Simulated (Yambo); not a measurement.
Consider the following.

```
CaC2
1.0
    3.85581     0.00000     0.00000
    1.83989     3.52069     0.00000
    0.40962     1.00164     7.18187
C Ca
4 2
Direct
  0.13145   0.40051   0.06016
  0.86855   0.59949   0.93984
  0.44816   0.63441   0.43396
  0.55184   0.36559   0.56604
  0.22555   0.98060   0.75247
  0.77445   0.01940   0.24753
```

Workflow: PBEsol (Quantum ESPRESSO, PseudoDojo norm-conserving, 82 Ry, without SOC), then G0W0 in Yambo (4×4×2 Γ-centred k mesh, 141 bands and a 7 Ry block in the screening, 141 bands in G with the Bruneval-Gonze terminator, plasmon pole fitted at 27.2 eV).

Task: Give the PBEsol and G0W0 gaps between the band edges found on this mesh, and say where the edges lie.

Result: Edges: (0, 0.25, -0.5) → (-0.5, -0.5, -0.5). PBEsol: 2.22 eV; G0W0: 4.20 eV. Convergence of the G0W0 settings was not tested. 

Geometry of the Materials Project entry, not relaxed at this level.
